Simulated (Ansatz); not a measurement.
Au (fcc (Cu type), Fm-3m) under volume change, PBEsol (plane waves, PAW; program Ansatz), scaled uniformly.

```csv
V (Å³/atom),E − E(relaxed) (meV/atom),P (GPa)
15.471,92.6,21.60
15.981,38.2,12.89
16.491,8.9,5.78
17.001,0.0,0.00
17.511,7.7,-4.70
18.021,29.0,-8.54
18.531,61.4,-11.67
```

**Question.** What does a third-order Birch–Murnaghan fit give for V₀, B₀ and B′?

**Answer.** V₀ = 17.00 Å³/atom, B₀ = 174 GPa, B′ = 5.8.

The PBEsol relaxation kept the symmetry of its start. Scalar-relativistic: spin–orbit coupling is off unless named, which matters more the heavier the elements.

Potentials: the later of the program's two PAW sets.
